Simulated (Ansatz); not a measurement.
Method: DFT PBEsol, scalar-relativistic, plane waves, PAW (Ansatz).

Structure of Pb2ClO2:

```
Pb Cl O
1.0
    -1.96696    1.96696    6.17073
     1.96696   -1.96696    6.17073
     1.96696    1.96696   -6.17073
Pb Cl O
2 1 2
Direct
  0.15175 0.15175 0.00000
  0.84825 0.84825 0.00000
  0.50000 0.50000 0.00000
  0.75000 0.25000 0.50000
  0.25000 0.75000 0.50000
```

Plane waves to 420 eV, a k mesh through Γ of 12×12×12 on the computed 5-atom cell and Gaussian smearing (0.10 eV); no spin polarisation.

Levels along Γ–X–P–N–Γ–M–S | S0–Γ | X–R | G–M, in eV from the Fermi level, sorted by energy at each point. Points in fractions of the primitive reciprocal vectors: Γ (0.000 0.000 0.000), X (0.000 0.000 0.500), P (0.250 0.250 0.250), N (0.000 0.500 0.000), M (0.500 0.500 -0.500), S (0.275 0.725 -0.275), S0 (-0.275 0.275 0.275), R (-0.051 0.051 0.500), G (0.500 0.500 -0.051).
```csv
point,"k (1/Å, with 2π)",band 21,band 22,band 23,band 24,band 25,band 26,band 27
Γ,0.000,-1.52,-1.25,-1.25,0.44,2.69,5.66,6.49
-,0.161,-1.51,-1.44,-1.20,0.46,3.00,5.72,5.97
-,0.323,-1.55,-1.09,-1.07,0.45,3.67,5.08,6.00
-,0.484,-1.60,-0.98,-0.62,0.32,3.79,4.99,5.75
-,0.645,-1.63,-0.87,-0.57,0.07,3.59,4.95,5.62
-,0.807,-1.50,-1.03,-0.78,-0.26,3.92,4.24,6.01
-,0.968,-1.69,-0.93,-0.72,-0.56,3.69,4.52,6.03
X,1.129,-2.00,-0.69,-0.69,-0.68,3.48,4.89,5.84
-,1.166,-2.01,-0.69,-0.69,-0.68,3.49,4.85,5.88
-,1.202,-1.93,-0.70,-0.69,-0.69,3.53,4.75,5.97
-,1.238,-1.86,-0.72,-0.69,-0.69,3.59,4.62,5.99
-,1.275,-1.79,-0.75,-0.69,-0.69,3.67,4.47,5.99
-,1.311,-1.73,-0.78,-0.69,-0.69,3.77,4.32,5.99
-,1.348,-1.70,-0.80,-0.69,-0.69,3.89,4.17,6.00
P,1.384,-1.68,-0.81,-0.69,-0.69,4.03,4.03,6.00
-,1.498,-1.58,-0.78,-0.75,-0.74,4.08,4.09,5.95
-,1.612,-1.32,-0.94,-0.92,-0.67,4.23,4.26,5.88
-,1.726,-1.20,-1.17,-0.93,-0.55,4.39,4.51,5.86
-,1.840,-1.49,-1.43,-0.50,-0.46,4.42,4.80,5.94
-,1.954,-1.65,-1.53,-0.39,-0.14,4.29,5.12,6.10
-,2.068,-1.58,-1.52,-0.37,0.10,4.14,5.44,6.25
N,2.183,-1.54,-1.52,-0.36,0.19,4.08,5.63,6.31
-,2.302,-1.55,-1.52,-0.35,0.17,4.15,5.49,6.23
-,2.422,-1.57,-1.54,-0.40,0.18,4.35,5.10,6.08
-,2.542,-1.59,-1.57,-0.59,0.28,4.52,4.67,5.97
-,2.662,-1.61,-1.52,-0.87,0.39,3.91,5.04,5.91
-,2.781,-1.68,-1.38,-1.15,0.44,3.32,5.50,5.90
-,2.901,-1.53,-1.29,-1.29,0.44,2.86,5.67,6.21
Γ,3.021,-1.52,-1.25,-1.25,0.44,2.69,5.66,6.49
-,3.093,-1.52,-1.25,-1.25,0.40,2.73,5.62,6.44
-,3.166,-1.52,-1.26,-1.26,0.29,2.84,5.52,6.32
-,3.239,-1.52,-1.26,-1.26,0.13,2.99,5.40,6.17
-,3.312,-1.48,-1.27,-1.27,-0.05,3.12,5.33,6.03
-,3.384,-1.31,-1.28,-1.28,-0.24,3.22,5.32,5.92
-,3.457,-1.29,-1.29,-1.15,-0.40,3.26,5.35,5.84
M,3.530,-1.30,-1.30,-1.07,-0.48,3.27,5.37,5.82
-,3.632,-1.44,-1.32,-0.87,-0.41,3.38,5.25,5.86
-,3.735,-1.51,-1.41,-0.67,-0.26,3.66,5.14,5.98
-,3.837,-1.58,-1.54,-0.56,-0.08,4.06,5.14,6.18
-,3.940,-1.66,-1.56,-0.53,0.08,4.46,5.26,5.81
-,4.042,-1.72,-1.54,-0.53,0.20,4.63,5.47,5.57
-,4.145,-1.71,-1.53,-0.50,0.27,4.42,5.68,5.71
S,4.247,-1.65,-1.53,-0.43,0.26,4.17,5.81,5.95
S0,4.247,-1.65,-1.53,-0.43,0.26,4.17,5.81,5.95
-,4.373,-1.56,-1.54,-0.26,0.12,4.03,5.70,6.17
-,4.499,-1.58,-1.52,-0.15,-0.01,4.12,5.32,6.21
-,4.624,-1.61,-1.54,-0.47,0.24,4.38,4.78,6.07
-,4.750,-1.61,-1.55,-0.81,0.41,4.03,4.94,5.90
-,4.876,-1.71,-1.41,-1.12,0.46,3.39,5.54,5.77
-,5.001,-1.54,-1.29,-1.29,0.46,2.89,5.69,6.16
Γ,5.127,-1.52,-1.25,-1.25,0.44,2.69,5.66,6.49
X,5.127,-2.00,-0.69,-0.69,-0.68,3.48,4.89,5.84
-,5.143,-2.00,-0.70,-0.69,-0.68,3.48,4.89,5.84
-,5.160,-1.99,-0.70,-0.70,-0.68,3.49,4.89,5.84
-,5.176,-1.98,-0.71,-0.70,-0.69,3.51,4.90,5.84
-,5.193,-1.95,-0.73,-0.70,-0.70,3.53,4.91,5.84
-,5.209,-1.93,-0.74,-0.72,-0.70,3.56,4.93,5.84
-,5.225,-1.89,-0.77,-0.73,-0.70,3.59,4.94,5.85
R,5.242,-1.85,-0.79,-0.75,-0.71,3.63,4.96,5.85
G,5.242,-1.85,-0.79,-0.75,-0.71,3.63,4.96,5.85
-,5.387,-1.30,-1.13,-0.96,-0.75,4.16,5.24,5.74
-,5.532,-1.55,-1.05,-0.82,-0.66,4.82,5.54,5.63
-,5.677,-1.83,-0.94,-0.91,-0.17,5.28,5.29,5.90
-,5.822,-1.85,-1.01,-0.77,0.00,4.69,5.32,5.90
-,5.966,-1.75,-1.11,-0.68,-0.12,4.01,5.18,5.87
-,6.111,-1.65,-1.22,-0.80,-0.35,3.48,5.21,5.83
M,6.256,-1.30,-1.30,-1.07,-0.48,3.27,5.37,5.82
```

Spin-orbit coupling is left out, which matters for the bands of heavy elements. The cell has an odd number of electrons and was run without spin polarisation, which forces a half-filled band: energy, forces and stress belong to that artificial state.

Cost: 1 run of about 1.9 core-minutes, on AMD EPYC 7R43 (Zen 3) (shared hosts).